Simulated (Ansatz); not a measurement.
**GaN: zone-centre modes at 7 GPa**

Level of theory: Ansatz 0.2.0, DFT LDA, scalar-relativistic, plane waves, PAW. Plane waves to 420 eV; Γ-centred k mesh 12×12×6; fixed occupations. No spin polarisation. Phonons by linear response, acoustic sum rule imposed.

The cell, relaxed at 7 GPa:
```xyz
4
Lattice="3.1179 0.0000 0.0000 -1.5590 2.7002 0.0000 0.0000 0.0000 5.0841" Properties=species:S:1:pos:R:3 pbc="T T T"
Ga    0.0000    1.8001   -0.0032
Ga    1.5590    0.9001    2.5389
N     0.0000    1.8001    1.9098
N     1.5590    0.9001    4.4518
```

 The run warned that the force constants aren't converged on this k mesh, so the frequencies and all that is formed from them are rough.

Task: Give the high-frequency dielectric tensor ε∞.

Result:
```
5.49 0.00 0.00
0.00 5.49 0.00
0.00 0.00 5.66
```

Task: Give the Born effective charges.

Result:
| atom | Z*xx | Z*yy | Z*zz | mean |
| --- | --- | --- | --- | --- |
| Ga (atom 1) | 2.57 | 2.57 | 2.71 | 2.62 |
| N (atom 3) | -2.57 | -2.57 | -2.71 | -2.62 |

Task: How large is the static dielectric tensor with the ions free to move, and what share of it is ionic?

Result:
```
 9.3  0.0  0.0
 0.0  9.3  0.0
 0.0  0.0 10.2
```
The ions give 42 % of its trace.

Cost: 1 run of about 5.1 core-minutes, on Arm Neoverse V1 (shared hosts).